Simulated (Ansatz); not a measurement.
Run times of several calculations on MoS2 with hydrogen replacing S

MoS2 with hydrogen replacing S, cell charge +1. Cell: 36 atoms, space group P1, a = 9.507 Å, b = 6.338 Å, c = 12.324 Å, α = 90.00°, β = 90.00°, γ = 120.00°.

All runs are DFT with Ansatz 0.2.0 on 4 threads of Arm Neoverse V1 (aarch64; 8 cores open to the job, memory cap 8.0 GiB, no GPU), a shared host.

Q: Rank the runs by wall time, shortest first.
A. single point, PBE, 420 eV, 3×4×2 k-points, smearing 0.01 eV
B. relaxation of the ions, PBE, 420 eV, 3×4×2 k-points, smearing 0.01 eV
C. single point at relaxed positions, r2SCAN, 500 eV, 3×4×2 k-points, smearing 0.01 eV

A: A (2.1 min, 3 GiB), C (4.3 min, 4.6 GiB), B (6.5 min, 3.5 GiB).
